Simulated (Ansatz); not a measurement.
In2BAs3, ordered on the zincblende lattice with 6 atoms a cell, 6 atoms and 74 valence electrons in a cell of about 138 Å³, was run 5 times in Ansatz 0.2.0, each time on 4 threads of Intel(R) Xeon(R) Processor @ 2.50GHz (Skylake/Cascade Lake), on a shared host.

```
                  run    k mesh  irreducible k  cutoff (eV)  plane waves  bands  SCF iterations  wall time  peak host memory (GiB)
      relaxation, PBE     8×8×8             59          420         2811     45              48          ?                       ?
   relaxation, r2SCAN     8×8×8             59          500         3473     45              31    3.7 min                    0.92
           bands, PBE  10×10×10            102          420         2737     42               6       51 s                    0.74
 single point, r2SCAN  10×10×10            102          500         3473     42               8          ?                       ?
single point, PBE+SOC  10×10×10            102          420         2737     84               9      3 min                     2.5
```

(1) What time and memory did the runs marked ? need?

## Answers

(1)
```tsv
run	wall time	peak host memory (GiB)
single point, r2SCAN	89 s	1
relaxation, PBE	5.2 min	0.7
```

Only the levels marked +SOC include spin-orbit coupling.
